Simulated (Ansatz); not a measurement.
BP in space group P6_3/mmc (No. 194; B on 2c, P on 2d), a = b = 3.1983 Å, c = 7.9678 Å, α = β = 90.00°, γ = 120.00°.

Relaxed with r²SCAN+D4. Plane-wave PAW r²SCAN+D4 (Ansatz code) gives a gap of 0.87 eV.

### Question
What gap does HSE06 give on the same cell (Ansatz, PAW)?

### Answer
1.17 eV, 0.30 eV more. The hybrid was solved on a coarser mesh and at special points; the gap given is the minimum over both.

```
k  v1 r²SCAN+D4  c1 r²SCAN+D4  v1 HSE06  c1 HSE06
-  ------------  ------------  --------  --------
Γ         -1.76          3.69     -2.10      3.97
A         -1.79          4.93       [?]       [?]
K         -0.37          1.38       [?]       [?]
H         -0.08          0.94       [?]       [?]
M         -0.49          0.87     -0.57      1.17
L         -1.19          1.51       [?]       [?]
```

### Question
Top valence (v1) and lowest conduction level (c1) in eV from each method's valence maximum (which need not be a listed point): supply the withheld HSE06 values.

### Answer

- L, v1 HSE06: -1.31
- L, c1 HSE06: 1.83
- H, v1 HSE06: -0.08
- H, c1 HSE06: 1.21
- A, v1 HSE06: -2.13
- A, c1 HSE06: 5.50
- K, v1 HSE06: -0.36
- K, c1 HSE06: 1.64

Cost on shared cores: the r²SCAN+D4 run (SCF on a 10×10×4 mesh, then bands and DOS) about 30 core-seconds (a rough figure), the HSE06 run (SCF on 7×7×3, then a few points) very roughly 100 core-seconds; the tasks are unlike.

The start of the workflow was typed in or built on a structure type; neither database checked (COD, Materials Project) lists it. It is not the phase usual at ambient conditions (space group No. 216). The r²SCAN+D4 relaxation kept the symmetry of its start; whether a distortion lowers the energy is not shown.

Potentials: the later of the program's two PAW sets.
